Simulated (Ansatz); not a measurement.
Au (fcc, Cu type)

```
Au
1.0
    0.00000     4.15718     4.15718
    2.07859     0.00000     2.07859
    2.07859     2.07859     0.00000
Au
2
Direct
  0.00000   0.00000   0.00000
  0.50000   0.00000   0.00000
```

A phonon eigenvector at L = (0.5, 0.0, 0.0) is frozen into this cell: atom i moves by Q times the vector below, so Q is the largest atomic displacement, in Å. The cell is held. It is one choice among 2 degenerate patterns. (q is in reciprocal vectors of the primitive cell; the cell shown is doubled to hold the pattern.)

| atom | x | y | z |
|---|---|---|---|
| Au1 | -0.285 | 0.520 | -0.805 |
| Au2 | 0.285 | -0.520 | 0.805 |

Method: PBE (plane waves to 420 eV, PAW, scalar-relativistic; Ansatz, a quantum-chemistry and plane-wave program). k mesh 19×19×19 (Γ-centred), Fermi-Dirac smearing 0.05 eV. Energies are smeared free energies. With partly filled bands, energies and forces of such displacements shift with the k mesh and the smearing. Au was relaxed with its symmetry unable to fall. Spin-orbit coupling is left out, though Au is heavy. ΔE is measured from the undisplaced structure. The last digit holds for this mesh only.

| Q (Å) | ΔE (meV/cell) |
|---|---|
| -0.180 | 63.6 |
| -0.150 | withheld |
| -0.120 | 28.9 |
| -0.090 | 16.4 |
| -0.060 | 7.3 |
| -0.030 | 1.8 |
| 0.000 | 0.0 |
| 0.030 | 1.8 |
| 0.060 | 7.3 |
| 0.090 | 16.4 |
| 0.120 | 28.9 |
| 0.150 | withheld |
| 0.180 | 63.6 |

Q: Fit an even polynomial form (powers 2, 4) to the given rows and predict ΔE at Q = -0.150.

A: Least squares on the 11 given rows: ΔE = (2042)·Q² + (-2448)·Q⁴, in meV/cell with Q in Å; root-mean-square residual 0.02 meV/cell. At -0.150 the fit gives 44.7 meV/cell; the calculation gives 44.7 meV/cell, the same to the digits shown. The quadratic term alone would give 45.9 meV/cell.

(For displaced atoms, the force is minus the slope of the energy, and its curvature is a force constant, which sets phonon frequencies.)
